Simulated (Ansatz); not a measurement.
Level of theory: Ansatz, DFT PBE, scalar-relativistic, plane waves, PAW, and for the lanthanide a 4f-in-core norm-conserving potential. All cells share a 690 eV cutoff and Γ-centred k meshes spaced about 0.3 Å⁻¹ or finer (0.25 for metals, 2π included). No spin polarisation.

A search over trial structures of TmB3Au gave this relaxed cell.

```
Tm B Au
1.0
     5.07065    0.00000    0.00000
    -2.53532    4.39131    0.00000
     0.00000    0.00000    5.43115
Tm B Au
2 6 2
Direct
  0.33333 0.66667 0.75000
  0.66667 0.33333 0.25000
  0.22371 0.77629 0.25000
  0.44741 0.22371 0.75000
  0.22371 0.44741 0.25000
  0.77629 0.22371 0.75000
  0.55259 0.77629 0.25000
  0.77629 0.55259 0.75000
  0.00000 0.00000 0.00000
  0.00000 0.00000 0.50000
```

Question: Does it survive phonon and random-displacement tests?

Answer: As far as tested, yes. The phonons on a 2×2×1 q mesh of the computed 10-atom cell show no imaginary mode. (Phonon run: 6×6×6 k mesh, Gaussian smearing of 0.10 eV.) After random moves of the atoms it relaxes back. The optical modes at Γ run from 74 to 1013 cm⁻¹. Tm has 6 B at 2.58 Å, 6 B at 2.88 Å and 6 Au at 3.23 Å; B has 2 B at 1.67 Å, 2 Au at 2.39 Å, 2 Tm at 2.58 Å and 2 Tm at 2.88 Å; Au has 6 B at 2.39 Å, 2 Au at 2.72 Å and 6 Tm at 3.23 Å.

These runs have no spin–orbit coupling, which can matter for Au. Phonons of metals hang on the k mesh and the smearing.

The lanthanide is trivalent by construction, without f bands, f moments or other valences.
